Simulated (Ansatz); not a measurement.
GeSe₂:
```xyz
6
Lattice="6.2207 0.0000 0.0000 0.0000 6.2207 0.0000 0.0000 0.0000 3.7952" Properties=species:S:1:pos:R:3 pbc="T T T"
Ge     0.0000     0.0000     0.0000
Ge     3.1103     3.1103     1.8976
Se     1.9000     1.9000     0.0000
Se     5.0103     1.2103     1.8976
Se     1.2103     5.0103     1.8976
Se     4.3207     4.3207     0.0000
```

Relaxed with PBE. Special points in fractions of this cell's reciprocal vectors: Γ (0.000, 0.000, 0.000); X (0.000, 0.500, 0.000); M (0.500, 0.500, 0.000); Z (0.000, 0.000, 0.500); R (0.000, 0.500, 0.500); A (0.500, 0.500, 0.500).

Q: List the band energies nearest the Fermi level at these points for the program Ansatz at the PBE level (PAW).

A: In eV from the Fermi level; about four levels below and three above (degenerate sets whole), none deeper than 8.9 eV; points with the same levels are listed once.

| k | below | above |
|---|---|---|
| Γ | -0.90 -0.90 -0.11 -0.11 | 0.61 0.80 2.40 2.40 |
| X | -0.73 -0.73 -0.61 -0.61 | 0.37 0.37 3.15 3.15 |
| M | -1.10 -1.10 -0.98 -0.98 | 0.14 0.14 3.41 3.41 |
| Z | -1.47 -1.47 -1.36 -1.36 | 0.31 0.31 4.72 4.72 |
| R | -0.76 -0.76 -0.69 -0.69 | 1.13 1.13 1.86 1.86 |
| A | -0.60 -0.60 -0.05 -0.05 | 4.40 4.40 4.49 4.49 |

Space group P4_2/mnm (rutile). The cell is a constructed one: a structure type filled with these elements; neither database checked (COD, Materials Project) lists it. Whether it is the stable phase at ambient conditions was not checked. Symmetry was held in the PBE relaxation; whether a distortion lowers the energy is not shown. Scalar-relativistic: spin–orbit coupling is off unless named, which matters more the heavier the elements.

Potentials: the later of the program's two PAW sets.
